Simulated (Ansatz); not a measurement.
Input file for Ansatz (a program for electronic structure):

Ansatz 0.2 input:
```yaml
crystal:
  lattice:
    - [-2.5114851698, 2.5114851698, 9.0938351367]
    - [2.5114851698, -2.5114851698, 9.0938351367]
    - [2.5114851698, 2.5114851698, -9.0938351367]
  atoms:
    - { symbol: Cs, position: [0.25, 0.75, 0.5] }
    - { symbol: Cs, position: [0.5, 0.5, 0.0] }
kpoints:
  mp_grid: { grid: [9, 9, 9] }
  band_path:
    path:
      - [[0.0, 0.0, 0.0], [0.0, 0.0, 0.5], [0.25, 0.25, 0.25], [0.0, 0.5, 0.0], [0.0, 0.0, 0.0], [0.5, 0.5, -0.5], [0.2690680855, 0.7309319145, -0.2690680855]]  # Γ-X-P-N-Γ-M-S
      - [[-0.2690680855, 0.2690680855, 0.2690680855], [0.0, 0.0, 0.0]]  # S_0-Γ
      - [[0.0, 0.0, 0.5], [-0.0381361711, 0.0381361711, 0.5]]  # X-R
      - [[0.5, 0.5, -0.0381361711], [0.5, 0.5, -0.5]]  # G-M
    npoints: 8
basis: { xc_grid: 2 }
hamiltonian:
  xc: pbesol
  pseudopotentials: { azcp: { folder: ./paw }, kind: paw_fr }
magnetization: { noncollinear: true, spin_orbit: true }
scf:
  n_extra_bands: 12
  convergence: { dr2_threshold: 0.0000000001 }
  occupations: { method: gaussian, width: 0.05 }
output: { eigenvalues: true }
```

Output (shortened):

```
basis.fft_grid_basis auto: the FFT boxes are laid along the combinations [[1, 0, 1], [0, 1, 1], [0, 0, 1]] of the cell's own vectors, 5.023, 5.023 and 9.763 Å …
Pseudopotential: Cs, paw, valence charge 9
Functional definition: PBEsol
non-collinear run that drives no moment, with spin-orbit …
Crystal: 2 atoms, lattice volume = 229.440 Å³
Basis set: ecut = 420 eV, 4491 PW (Γ), FFT grids on a1+a3, a2+a3, a3, exchange–correlation on 72×72×144 points (8 copies of the dense FFT grid, shifted against one another)
Bands: 30, of which v1, the nominal top of the filled ones, is band 18 counted from 1 (17 counted from 0)
Symmetry: 16 space group operations + 16 with time reversal
k-points: 75 of 729
Projection manifold: j_resolved (fully-relativistic pseudo-atomic orbitals)
SCF iter   1: F=—  HF=-11180.118206 eV  |F-HF|=—  |Δ(HF+E_count)|=         —  Δρ=6.62e-3  dr2=8.49e-2  dr2_m=0.00e0 (ungated)  ethr=3.10e-3  |M|=0.00e0 ∫|m|=0.00e0 μB  |m|>n=0.0e0 m-floor=0.0e0 τ_xc=0.0e0  β_m=0.30  ⟨swp⟩=10.4  Hψ=7580  notcnv=0  defer=22
preconditioner: auto → Kerker (q_TF=auto, 1.785 Å⁻¹)
spin=Noncollinear: Kerker preconditioning applied to the charge; magnetization (m_x, m_y, m_z) channels mix plain (no charge-response kernel on spin).
SCF iter   2: F=—  HF=-11180.104202 eV  |F-HF|=—  |Δ(HF+E_count)|=   1.40e-2  Δρ=4.86e-3  dr2=5.55e-2  dr2_m=0.00e0 (ungated)  ethr=4.72e-4  |M|=0.00e0 ∫|m|=0.00e0 μB  |m|>n=0.0e0 m-floor=0.0e0 τ_xc=0.0e0  β_m=0.62  ⟨swp⟩=1.2  Hψ=1442  notcnv=0  defer=86
SCF iter   3: F=—  HF=-11180.081768 eV  |F-HF|=—  |Δ(HF+E_count)|=   2.24e-2  Δρ=9.54e-4  dr2=4.02e-3  dr2_m=0.00e0 (ungated)  ethr=3.08e-4  |M|=0.00e0 ∫|m|=0.00e0 μB  |m|>n=0.0e0 m-floor=0.0e0 τ_xc=0.0e0  β_m=0.82  ⟨swp⟩=2.8  Hψ=1863  notcnv=0  defer=130
SCF iter   4: F=—  HF=-11180.081967 eV  |F-HF|=—  |Δ(HF+E_count)|=   1.99e-4  Δρ=3.22e-4  dr2=9.84e-4  dr2_m=0.00e0 (ungated)  ethr=2.23e-5  |M|=0.00e0 ∫|m|=0.00e0 μB  |m|>n=0.0e0 m-floor=0.0e0 τ_xc=0.0e0  β_m=0.85  ⟨swp⟩=2.0  Hψ=1632  notcnv=0  defer=190
SCF iter   5: F=—  HF=-11180.081768 eV  |F-HF|=—  |Δ(HF+E_count)|=   2.00e-4  Δρ=1.15e-4  dr2=5.33e-5  dr2_m=0.00e0 (ungated)  ethr=5.47e-6  |M|=0.00e0 ∫|m|=0.00e0 μB  |m|>n=0.0e0 m-floor=0.0e0 τ_xc=0.0e0  β_m=0.92  ⟨swp⟩=2.3  Hψ=1432  notcnv=0  defer=190
SCF iter   6: F=—  HF=-11180.081789 eV  |F-HF|=—  |Δ(HF+E_count)|=   2.11e-5  Δρ=3.05e-5  dr2=5.36e-6  dr2_m=0.00e0 (ungated)  ethr=2.96e-7  |M|=0.00e0 ∫|m|=0.00e0 μB  |m|>n=0.0e0 m-floor=0.0e0 τ_xc=0.0e0  β_m=0.96  ⟨swp⟩=2.5  Hψ=1343  notcnv=0  defer=190
SCF iter   7: F=—  HF=-11180.081793 eV  |F-HF|=—  |Δ(HF+E_count)|=   4.36e-6  Δρ=5.67e-6  dr2=1.84e-7  dr2_m=0.00e0 (ungated)  ethr=2.98e-8  |M|=0.00e0 ∫|m|=0.00e0 μB  |m|>n=0.0e0 m-floor=0.0e0 τ_xc=0.0e0  β_m=0.98  ⟨swp⟩=2.5  Hψ=1445  notcnv=0  defer=190
SCF iter   8: F=—  HF=-11180.081832 eV  |F-HF|=—  |Δ(HF+E_count)|=   3.91e-5  Δρ=1.92e-6  dr2=2.23e-8  dr2_m=0.00e0 (ungated)  ethr=1.02e-9  |M|=0.00e0 ∫|m|=0.00e0 μB  |m|>n=0.0e0 m-floor=0.0e0 τ_xc=0.0e0  β_m=0.99  ⟨swp⟩=1.8  Hψ=1207  notcnv=0  defer=214
SCF iter  10: F=-11180.081832 eV  HF=-11180.081832 eV  |F-HF|=5.46e-11  |Δ(HF+E_count)|=   1.18e-9  Δρ=9.94e-8  dr2=4.83e-11  dr2_m=0.00e0 (ungated)  ethr=1.00e-12  |M|=0.00e0 ∫|m|=0.00e0 μB  |m|>n=0.0e0 m-floor=0.0e0 τ_xc=0.0e0  ⟨swp⟩=11.6  Hψ=4681  notcnv=0
SCF 1 converged in 10 iterations: F = -11180.081832 eV  dr2 = 4.83e-11
NSCF: frozen V_eff on 76 k-points
SCF converged after 10 iterations
Magnetization: |M| = 0.0000 μB,  M = (+0.0000, +0.0000, +0.0000) μB
Absolute magnetization: 0.0000 μB (∫|m|)
  site 0: m = (+0.0000, +0.0000, +0.0000) μB, |m| = 0.0000 μB  (R = 2.07 Å)
  site 1: m = (+0.0000, +0.0000, +0.0000) μB, |m| = 0.0000 μB  (R = 2.07 Å)
Free energy (F): -11180.081832 eV
Harris-Foulkes:  -11180.081832 eV  (|F-HF|=5.46e-11)
Internal energy: -11180.078805 eV  (E = F + TS)
E sigma→0 (E₀):  -11180.080319 eV
Entropy (-TS):   -0.003027 eV (-1.513 meV/atom)
Fermi energy:    2.187253 eV
--- Per-component energies (eV) ---
  E_band       = -186.415457
  E_kinetic    = 286.457198
  E_local      = -791.774388  (includes V_loc(G=0)·N_el)
  E_nonlocal   = 46.350569
  E_hartree    = 280.174160
  E_xc         = -353.493687
  E_vxc        = -271.272941  (∫ρ·V_xc dr)
  E_paw        = -9962.100486  (= ΣΔE_a)
  E_vpaw       = -16.524186  (= ΣTr[D̂ρ^β])
  E_aug_tail   = -0.000007  (compensation charges beyond the density's cutoff)
  E_ewald      = -685.982100
  E_core_change = 0.289936  (= ΣΔE_core)
  E_smearing   = -0.003027  (= −TS)
  E_closure    =  0.000000  (closes the sum)
  Σ components = -11180.081832   (vs F -11180.081832, Δ=0.00e0)
  [band-id]    e_kinetic+e_local+e_nonlocal+2·e_hartree+e_vxc+e_vpaw+e_augmentation_tail = -186.415435   (vs E_band -186.415457, Δ=2.18e-5)
--- Band table (eV; the first three rows and the last of 75) ---
  k-point 0: bands = ["-21.7210", "-21.7210", "-21.7128", "-21.7128", "-9.6496", "-9.6496", "-9.5986", "-9.5986", "-8.0673", "-8.0673", "-7.9447", "-7.9447", "-7.9352", "-7.9352", "-7.9336", "-7.9336", "0.4989", "0.4989", "2.1250", "2.1250", "2.8694", …
  k-point 1: bands = ["-21.7193", "-21.7193", "-21.7116", "-21.7116", "-9.6549", "-9.6549", "-9.6082", "-9.6082", "-8.0676", "-8.0676", "-7.9664", "-7.9664", "-7.9554", "-7.9554", "-7.9390", "-7.9390", "0.7005", "0.7005", "2.3494", "2.3494", "2.8570", …
  k-point 2: bands = ["-21.7148", "-21.7148", "-21.7086", "-21.7086", "-9.6680", "-9.6680", "-9.6324", "-9.6324", "-8.0680", "-8.0680", "-8.0150", "-8.0150", "-8.0022", "-8.0022", "-7.9578", "-7.9578", "1.2614", "1.2614", "2.8701", "2.8701", "2.9438", …
  k-point 74: bands = ["-21.7163", "-21.7163", "-21.7161", "-21.7161", "-9.6280", "-9.6280", "-9.6269", "-9.6269", "-8.0093", "-8.0093", "-8.0057", "-8.0057", "-7.9498", "-7.9498", "-7.9437", "-7.9437", "1.1861", "1.1861", "1.1875", "1.1875", "3.4249", …
```

Cost: about 4 core-minutes (a rough figure) on shared cores.

Space group I4_1/amd. The workflow started from a Materials Project entry (that database holds measured and hypothetical structures alike); the Crystallography Open Database copy checked does not list it. It is not the phase usual at ambient conditions (space group No. 229). The PBEsol relaxation kept the symmetry of its start; its stability against distortions is not shown here.

Potentials: the earlier of the program's two PAW sets. The files were generated under PBE; for other functionals the program regenerates the frozen cores, and for LDA and PBEsol the local potential too.

Ansatz is a plane-wave DFT program.
